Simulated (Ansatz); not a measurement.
## TaBr3 (ReO3-type structure)

The computed numbers are results of PBE, scalar-relativistic (collinear spin) in the plane-wave PAW code Ansatz at 420 eV, Γ-centred 6×6×6 mesh, 0.05 eV Gaussian smearing; PAW files: Ansatz's generated set soft_2.

```
Ta Br
1.0
     5.16039    0.00000    0.00000
     0.00000    5.16039    0.00000
     0.00000    0.00000    5.16039
Ta Br
1 3
Direct
  0.00000 0.00000 0.00000
  0.50000 0.00000 0.00000
  0.00000 0.00000 0.50000
  0.00000 0.50000 0.00000
```

The structure was built from a prototype; whether the compound forms in it isn't claimed. The ideal cubic cell shuts out tilts of the octahedra, which such structures often take.

The geometry is fixed. Moments are started on Ta in several ways. q is the propagation vector of an order in a doubled cell, in units of this cell's reciprocal vectors; doubled cells take an equivalent mesh or are counted from a ferromagnetic run in the same cell, unless said otherwise. Energies count from the first row, the state in which the cell was relaxed.

The starts:
- ferromagnetic
- no spin polarisation
- antiparallel, q = (0, 0, 1/2)
- antiparallel, q = (0, 1/2, 1/2)
- antiparallel, q = (1/2, 1/2, 1/2)
- small parallel moments

Q: Which start ends lowest, and how far above it lies the solution without spin polarisation?

A: Lowest: antiparallel, q = (0, 1/2, 1/2), though «antiparallel, q = (1/2, 1/2, 1/2)» lies within 1.0 meV/atom, too near to part. Without spin polarisation the energy is 10 meV/atom higher.

```csv
start,largest typed moment (μB),ΔE (meV/atom),gap on the mesh (eV),P (GPa),final spin moments (μB)
ferromagnetic,0.32,0.0,metal,0.1,Ta 0.28
no spin polarisation,0.00,5.4,metal,0.0,none
"antiparallel, q = (0, 0, 1/2)",2.00,0.4,metal,0.3,"Ta 0.54, -0.54"
"antiparallel, q = (0, 1/2, 1/2)",2.00,-5.1,metal,0.6,"Ta 0.74, -0.74"
"antiparallel, q = (1/2, 1/2, 1/2)",2.00,-4.1,metal,0.4,"Ta 0.65, -0.65"
small parallel moments,0.50,0.0,metal,0.1,Ta 0.28
```

The program warned that a state may lie lower still than the lowest row, perhaps of another order.

The program noted a lower state or an instability beside: antiparallel, q = (0, 0, 1/2). The lower rows of the table may be what it saw.

Only orders that fit these small cells were tried, so the real crystal's order may be another.

 Scalar-relativistic only: spin–orbit splittings of the heavy atoms' levels are missing. So small a moment in a metal hangs on mesh and smearing, and semilocal functionals can overstate it, so the real crystal may have none. Site moments are of spin, integrated over atomic spheres. Compounds of this kind are often insulators, so the metal found may come from the functional, which lacks a U or exact exchange, or from the structure.

A lower state of the open shells can't be excluded.
